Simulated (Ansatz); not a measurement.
**Li17Cl5O6, one structure, two calculations**

Cell: a Materials Project structure (computed, not necessarily an observed phase), atoms as given.

```cif
data_Li17Cl5O6
_symmetry_space_group_name_H-M 'Pm'
_symmetry_Int_Tables_number 6
_cell_length_a 5.5792
_cell_length_b 3.8364
_cell_length_c 16.7433
_cell_angle_alpha 90.000
_cell_angle_beta 93.163
_cell_angle_gamma 90.000
loop_
_atom_site_label
_atom_site_type_symbol
_atom_site_symmetry_multiplicity
_atom_site_Wyckoff_symbol
_atom_site_fract_x
_atom_site_fract_y
_atom_site_fract_z
Li1 Li 1 b 0.2666 0.5000 0.9098
Li2 Li 1 b 0.2405 0.5000 0.5669
Li3 Li 1 b 0.3334 0.5000 0.2407
Li4 Li 1 b 0.7172 0.5000 0.7528
Li5 Li 1 b 0.6789 0.5000 0.4354
Li6 Li 1 b 0.7714 0.5000 0.0829
Li7 Li 1 b 0.2073 0.5000 0.7416
Li8 Li 1 b 0.2734 0.5000 0.0779
Li9 Li 1 b 0.7565 0.5000 0.9164
Li10 Li 1 b 0.7295 0.5000 0.5942
Li11 Li 1 b 0.8010 0.5000 0.2493
Li12 Li 1 a 0.9908 0.0000 0.8286
Li13 Li 1 a 0.9736 0.0000 0.5036
Li14 Li 1 a 0.0418 0.0000 0.1590
Li15 Li 1 a 0.5152 0.0000 0.9965
Li16 Li 1 a 0.4602 0.0000 0.6640
Li17 Li 1 a 0.5263 0.0000 0.3431
Cl18 Cl 1 a 0.4915 0.0000 0.8363
Cl19 Cl 1 a 0.4415 0.0000 0.4933
Cl20 Cl 1 a 0.5384 0.0000 0.1612
Cl21 Cl 1 a 0.0144 0.0000 0.0095
Cl22 Cl 1 a 0.9601 0.0000 0.6776
O23 O 1 b 0.9905 0.5000 0.8362
O24 O 1 b 0.9370 0.5000 0.5103
O25 O 1 b 0.0442 0.5000 0.1738
O26 O 1 b 0.5152 0.5000 0.9983
O27 O 1 b 0.4629 0.5000 0.6658
O28 O 1 b 0.5705 0.5000 0.3249
```

One atom of each set is listed.

First run. All values are calculated (Ansatz; DFT, PBE, plane waves and PAW, scalar-relativistic, 420 eV cutoff, Γ-centred 4×6×2 k-points, Fermi–Dirac smearing 0.02 eV), not measured.

| site | V_zz (10²¹ V/m²) | η |
| --- | --- | --- |
| Li3 | -0.66 | 0.06 |
| Li5 | -0.58 | 0.34 |
| Li6 | -0.52 | 0.00 |
| Li17 | -0.61 | 0.39 |
| Cl18 | -0.34 | 0.51 |
| Cl19 | 4.01 | 0.39 |
| Cl20 | -1.61 | 0.29 |
| Cl21 | -0.34 | 0.49 |
| Cl22 | -0.84 | 0.97 |
| O24 | -1.47 | 0.03 |
| O25 | 1.13 | 0.62 |
| O26 | 0.58 | 0.74 |
| O27 | 0.62 | 0.51 |
| O28 | -2.42 | 0.04 |

Second run. The same atoms and settings, except that the functional is r2SCAN and the cutoff is 500 eV.

(1) Given the first result, estimate the second.

Answers

(1) 

```tsv
site	V_zz	η	change of V_zz
Li3	-0.68	0.06	-0.02
Li5	-0.60	0.35	-0.02
Li6	-0.54	0.01	-0.02
Li17	-0.62	0.37	-0.01
Cl18	-0.30	0.72	+0.04
Cl19	3.81	0.34	-0.20
Cl20	-1.55	0.33	+0.06
Cl21	-0.31	0.48	+0.03
Cl22	0.84	0.90	–
O24	-1.55	0.12	-0.08
O25	1.29	0.67	+0.16
O26	0.61	0.68	+0.03
O27	0.64	0.51	+0.02
O28	-2.67	0.16	-0.25
```

The largest change of V_zz along a kept axis is on O28, from -2.42 to -2.67. In per cent, |V_zz| changes by +1 to +3 on Li, -5 to -3 on Cl, +4 to +14 on O (all sites that start above 0.5, bar those whose gradient vanishes or changes sign or whose main axis turns by over 40°). Where |V_zz| stays above 0.1 and the axes keep their order, η moves most on Cl18, from 0.51 to 0.72. On Cl22 the largest principal value lies along another axis in the second run, so the two V_zz can't be compared directly. The table leaves out 14 of the 28 sites, with |V_zz| up to 0.73; their tensors move by 0.02 at most along any direction. The statements above cover all sites.

With these PAW files V_zz is typically within 2 to 3 % of all-electron values, but misses above 10 % occur on Li.
